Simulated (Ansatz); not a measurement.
SnF4:
```
SnF4
1.0
   -2.02067     2.02067     3.78390
    2.02067    -2.02067     3.78390
    2.02067     2.02067    -3.78390
Sn F
1 4
Cartesian
  0.00000   0.00000   0.00000
  0.00000   0.00000   5.68546
  0.00000   0.00000   1.88234
  0.00000   2.02067   0.00000
  2.02067   0.00000   0.00000
```

Relaxed with LDA. Special points in fractions of this cell's reciprocal vectors: Γ (0.000, 0.000, 0.000); X (0.000, 0.000, 0.500); P (0.250, 0.250, 0.250); N (0.000, 0.500, 0.000); M (0.500, 0.500, -0.500); S (0.321, 0.679, -0.321); S0 (-0.321, 0.321, 0.321); R (-0.143, 0.143, 0.500); G (0.500, 0.500, -0.143).

Question: List the band energies nearest the valence-band maximum at these points for LDA in the plane-wave PAW code Ansatz.

Answer: In eV from the valence-band maximum; about four levels below and three above (degenerate sets whole), none deeper than 8.9 eV; … stands for higher levels left out; points with the same levels are listed once.

| k | below | above |
|---|---|---|
| Γ | -1.30 -1.30 -1.09 -0.20 -0.20 | 3.34 11.79 … |
| X | -0.85 -0.49 -0.24 0.00 | 7.84 8.69 … |
| P | -1.01 -1.01 -0.10 -0.10 | 7.85 … |
| N | -0.79 -0.74 -0.58 -0.50 | 6.09 9.45 … |
| M | -0.97 -0.97 -0.15 -0.15 | 4.62 10.49 … |
| S | -1.07 -0.79 -0.49 -0.19 | 5.76 10.20 … |
| R | -1.07 -0.48 -0.40 -0.03 | 6.72 9.85 … |

Space group I4/mmm. The workflow started from a Materials Project entry (that database holds measured and hypothetical structures alike); the Crystallography Open Database files this formula in space group No. 139, but the cells were not matched. Whether it is the stable phase at ambient conditions was not checked. The LDA relaxation kept the symmetry of its start; phonons on a q-mesh show no instability. A crystal of weakly bound layers computed without a dispersion correction: the cell and the soft elastic constants depend strongly on that. Scalar-relativistic: spin–orbit coupling is off unless named, which matters more the heavier the elements.

Potentials: the later of the program's two PAW sets.
